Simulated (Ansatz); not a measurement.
ZnCdSe2:
```yaml
crystal:
  lattice:
    - [4.12113, 0.00000, 0.00000]
    - [0.00000, 4.12113, 0.00000]
    - [0.00000, 0.00000, 5.91038]
  atoms:
    - { symbol: Zn, position: [0.50000, 0.50000, 0.50000] }
    - { symbol: Cd, position: [0.00000, 0.00000, 0.00000] }
    - { symbol: Se, position: [0.00000, 0.50000, 0.72673] }
    - { symbol: Se, position: [0.50000, 0.00000, 0.27327] }
```

The program Ansatz at the PBEsol level (PAW) gives a gap of 0.73 eV without spin–orbit coupling, maximum at Γ, minimum at Γ.

### Question
What happens when spin–orbit coupling is switched on?

### Answer
The gap falls by 0.12 eV, to 0.61 eV; maximum at Γ, minimum at Γ.

### Question
Give the electron effective mass with spin–orbit coupling.

### Answer
0.062, 0.062, 0.075 mₑ (principal values).

### Question
Give the hole effective mass with spin–orbit coupling.

### Answer
0.10, 0.10, 0.60 mₑ (principal values).

Space group P-4m2. The workflow started from a Materials Project entry (that database holds measured and hypothetical structures alike); the Crystallography Open Database copy checked does not list it. Its standing as an ambient phase is unchecked. Symmetry was held in the PBEsol relaxation; of distortions, only those at the zone centre were tested.

Potentials: the later of the program's two PAW sets.
